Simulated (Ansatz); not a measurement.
The calculation used DFT PBE, scalar-relativistic, plane waves, PAW (Ansatz). Settings: cutoff 420 eV, Γ-centred meshes spaced at most about 0.3 Å⁻¹, and about 0.25 Å⁻¹ or finer for metals (2π included), Gaussian smearing. No spin polarisation in the final relaxations.

These are static total energies at zero pressure. All come from trial cells, and lower structures may exist.

Question: Order these relaxed structures of Ga3AsN2 by energy, lowest first, with the energy over the lowest of them.
A.

```
CELL_PARAMETERS angstrom
3.46782 0.00000 0.00000
-1.73391 3.00322 0.00000
0.00000 0.00000 8.79536
ATOMIC_POSITIONS crystal
Ga 0.00000 0.00000 0.99731
Ga 0.66667 0.33333 0.70806
Ga 0.33333 0.66667 0.28551
As 0.66667 0.33333 0.42409
N 0.00000 0.00000 0.77209
N 0.33333 0.66667 0.06294
```

B.

```
CELL_PARAMETERS angstrom
3.18445 0.00000 0.00000
-1.59222 2.75781 0.00000
0.00000 0.00000 8.85697
ATOMIC_POSITIONS crystal
Ga 0.66667 0.33333 0.77365
Ga 0.00000 0.00000 0.50000
Ga 0.33333 0.66667 0.22635
As 0.00000 0.00000 0.00000
N 0.33333 0.66667 0.64370
N 0.66667 0.33333 0.35630
```

Answer: A (0 meV/atom), B (305 meV/atom). Forms: A As and N ordered on zinc blende sites, P3m1; B As and N ordered on rock salt sites, P-3m1. Counting As or N atoms around Ga (for each partner element, those within 1.25 times its shortest distance or 1.15 times the sum of covalent radii, where it is the nearest in units of that sum or under 1.3): A has Ga 4; B has Ga 6.

With atoms moved at random, P-3m1 came back. Other cells relaxed within their symmetry can be saddle points. Some structure types and database cells were kept out of the candidates from the start, so a known form may be missing.
